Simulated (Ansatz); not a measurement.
# Optical anisotropy in uniaxial crystals

A short materials screen. A wave plate or polarising prism needs a large difference between the ordinary and extraordinary index, and a gap wide enough to pass the light.

α-quartz SiO2 serves as the reference. Wavelength 2000 nm, with the indices taken from ε∞; only gaps 0.6 eV or more above the photon energy were drawn.

**Data**

Where the numbers come from (Ansatz, a plane-wave PAW program): ε∞ across c, ε∞ along c: r²SCAN, linear response; gap: HSE06, on its own or a semilocal cell. The D4 dispersion term is added in values of the rows MoS2. Cells of the HSE06 gaps: the r²SCAN cell for α-quartz SiO2, SiC (P6₃mc, hP16), SnO2, 6H-AlN; the r²SCAN+D4 cell for MoS2; its own cell for MgH2.

The figures follow from the printed values by these rules: n_o = √(ε∞ across c); n_e = √(ε∞ along c); Δn = n_e − n_o; zero-order plate = λ/(4|Δn|).

```csv
crystal,ε∞ across c,ε∞ along c,E_g (eV),n_o,n_e,Δn,quarter-wave plate (μm)
"α-quartz SiO2, reference",2.374,2.402,7.78,1.5408,1.5498,0.0090,56
"SiC (P6₃mc, hP16)",6.537,6.701,2.65,2.5568,2.5886,0.0318,16
SnO2 (rutile),4.000,4.350,2.84,2.0000,2.0857,0.0857,5.8
6H-AlN,4.221,4.296,5.07,2.0545,2.0727,0.0182,27
MoS2 (P6₃/mmc),14.63,5.645,1.47,3.8249,2.3759,−1.4490,0.35
MgH2 (rutile),3.622,3.653,4.84,1.9032,1.9113,0.0081,62
```

Model phases, started by placing the elements on a structure type or from a typed cell, with no claim that they are known: 6H-AlN. Runs started from generated or typed cells of the structure named: SnO2; MoS2. Not checked to be the ambient phase: SiC (P6₃mc, hP16). Over 15 meV/atom above the lowest phase of their formula at hand: 6H-AlN (17 meV/atom, r²SCAN). Spin–orbit coupling is left out unless named; it moves the gap of SnO2, MoS2 by under 0.05 eV.

**Worked example**

The steps for MgH2:

- n_o = √3.622 = 1.9032
- n_e = √3.653 = 1.9113
- Δn = 1.9113 − 1.9032 = 0.0081
- plate thickness: 2000 nm/(4 × |0.0081|) = 62 μm

**Result**

By plate thickness (thinnest first): MoS2 (0.35 ± 0.028), SnO2 (5.8 ± 0.68), SiC (P6₃mc, hP16) (16 ± 4.7) ≈ 6H-AlN (27 ± 11) ≈ α-quartz SiO2 (56 ± 34) ≈ MgH2 (62 ± 51). The ± follows from allowances picked for this note (ε∞ across c 0.5 %, ε∞ along c 0.5 %, 8 % for the model), carried to first order and added in quadrature; ≈ joins neighbours closer than their two ± added in quadrature. On this figure 3 of 5 candidates do clearly better than the reference.

Positive uniaxial (n_e over n_o): α-quartz SiO2, SiC (P6₃mc, hP16), SnO2, 6H-AlN, MgH2. Negative: MoS2.

**Caveats**

ε∞ is the long-wavelength electronic value; dispersion raises indices towards the gap. A plate needs the c axis in its plane, while layered crystals cleave across c. Where several phases of a formula are at hand, those over 0.1 eV/atom above the lowest were not drawn (by r²SCAN where it compared them, else by the largest value; a layered or molecular lowest phase counts only with a dispersion term); other phases could lie lower still. Crystals of Pb, Bi, Tl or Hg, those whose gap spin–orbit coupling moves by over 0.3 eV, and those of Te, I or Sb with no such test at hand were not drawn. Each row is the phase named, which need not be the stable one under ambient conditions. The rows are a sample and no shortlist: familiar crystals first, some related and some not, whatever their agreement with measurement; tables with many equal figures were not kept. Limits of the draw: |Δn| over 0.006; no unfamiliar magnets, and cubic perovskites only if shown or known to be stable. As a rule kept out of such tables: 4f compounds, open-shell compounds run without a Hubbard term, cells found unstable in the tests at hand, cells close to a higher symmetry, and runs set to a pressure or over 12 % in volume from the crystal's fullest run.
